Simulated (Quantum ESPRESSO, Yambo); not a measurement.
**NaF at +2 % isotropic strain: DFT and GW levels**

```cif
data_FNa
_chemical_formula_sum 'F1 Na1'
_space_group_name_H-M_alt 'P 1'
_space_group_IT_number 1
_cell_length_a 3.33746
_cell_length_b 3.33746
_cell_length_c 3.33746
_cell_angle_alpha 60.000
_cell_angle_beta 60.000
_cell_angle_gamma 60.000
loop_
_space_group_symop_operation_xyz
  'x, y, z'
loop_
_atom_site_label
_atom_site_type_symbol
_atom_site_fract_x
_atom_site_fract_y
_atom_site_fract_z
_atom_site_occupancy
F1 F 0.50000 0.50000 0.50000 1
Na1 Na 0.00000 0.00000 0.00000 1
```

The PBEsol cell relaxed from Materials Project entry mp-682 was given an isotropic strain of +2 % on all lattice vectors, and the atoms were relaxed again.

Starting point: norm-conserving PBEsol (Quantum ESPRESSO, 88 Ry, without SOC). G0W0 in Yambo: 6×6×6 Γ-centred k mesh, bands 2 to 93 and a 14 Ry block in the screening, 93 bands in G with the Bruneval-Gonze terminator, plasmon pole fitted at 27.2 eV.

| Property | Value |
|---|---|
| PBEsol gap along the band path | 5.92 eV |
| PBEsol gap between the mesh's edge points (Γ → Γ) | 5.92 eV |
| G0W0 gap between the same points | 10.39 eV |

```json
[
 {"k point": "Γ", "band": "VB", "E PBEsol (eV)": "0.00", "E QP (eV)": "-2.98", "shift (eV)": "-2.98", "Z": "0.82"},
 {"k point": "Γ", "band": "CB", "E PBEsol (eV)": "5.92", "E QP (eV)": "7.40", "shift (eV)": "1.48", "Z": "0.90"},
 {"k point": "L", "band": "VB", "E PBEsol (eV)": "-0.23", "E QP (eV)": "-3.27", "shift (eV)": "-3.04", "Z": "0.82"},
 {"k point": "L", "band": "CB", "E PBEsol (eV)": "10.32", "E QP (eV)": "12.05", "shift (eV)": "1.73", "Z": "0.90"},
 {"k point": "X", "band": "VB", "E PBEsol (eV)": "-0.38", "E QP (eV)": "-3.46", "shift (eV)": "-3.08", "Z": "0.82"},
 {"k point": "X", "band": "CB", "E PBEsol (eV)": "12.55", "E QP (eV)": "14.70", "shift (eV)": "2.15", "Z": "0.88"}
]
```

Energies count from the PBEsol valence-band maximum.

Convergence of the G0W0 settings was not tested.
